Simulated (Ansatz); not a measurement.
Starting cell, MoS2 (2H-MoS2 type, space group P6_3/mmc):

```
MoS2
1.0
    3.10893     0.00000     0.00000
   -1.55447     2.69241     0.00000
    0.00000     0.00000    11.70793
Mo S
2 4
Direct
  0.33333   0.66667   0.25000
  0.66667   0.33333   0.75000
  0.33333   0.66667   0.61648
  0.66667   0.33333   0.11648
  0.66667   0.33333   0.38352
  0.33333   0.66667   0.88352
```

In each cell atom 3 (S, nearest neighbour Mo at 2.380 Å; its periodic images, 3.1 Å or more away, move with it) moves by s·(-0.653, -0.377, 0.657) (towards the nearest neighbour), the rest being held.

The numbers are results of PBEsol-D3(BJ) (plane waves to 420 eV, PAW, scalar-relativistic; Ansatz, an electronic-structure program), not measurements. k mesh 10×10×3 (Γ-centred), Fermi-Dirac smearing 0.05 eV. The energy includes the smearing's −TS. MoS2 is run without spin polarisation. MoS2 was relaxed with its symmetry unable to fall. The zero of ΔE is the undisplaced structure.

Task: What ΔE (meV/cell) does the calculation give at s (Å) = -0.192, -0.144, -0.096, -0.048, 0.048, 0.144, 0.192, 0.240?

Result: 
```json
[
 {"s (Å)": "-0.192", "ΔE (meV/cell)": "209"},
 {"s (Å)": "-0.144", "ΔE (meV/cell)": "123"},
 {"s (Å)": "-0.096", "ΔE (meV/cell)": "58"},
 {"s (Å)": "-0.048", "ΔE (meV/cell)": "15"},
 {"s (Å)": "0.048", "ΔE (meV/cell)": "17"},
 {"s (Å)": "0.144", "ΔE (meV/cell)": "169"},
 {"s (Å)": "0.192", "ΔE (meV/cell)": "317"},
 {"s (Å)": "0.240", "ΔE (meV/cell)": "524"}
]
```

(For displaced atoms, the force is minus the slope of the energy, and its curvature is a force constant, which sets phonon frequencies.)
